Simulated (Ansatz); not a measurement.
Ir (fcc (Cu type)), relaxed with PBE (Ansatz, a quantum-chemistry and plane-wave program, plane waves, PAW): a = b = c = 3.870 Å, α = β = γ = 90.00°.

```
Property              Result
--------------------  ------
B₀ by P(V) fit (GPa)     348
```

Problem. The same phase is relaxed and computed with r²SCAN in the same code. What are the cell and these values now?

Solution. a = 3.845 Å, b = 3.845 Å, c = 3.845 Å, α = 90.00°, β = 90.00°, γ = 90.00°.

* **B₀ by P(V) fit (GPa)**: 378

All cells were relaxed under the symmetry of their starts (and spin orders); stability against distortions was not tested throughout. Rows with no word on spin ran without spin polarisation. Scalar-relativistic: spin–orbit coupling is off unless named, which matters more the heavier the elements.

Potentials: the earlier of the program's two PAW sets.

Ansatz is a plane-wave DFT program.
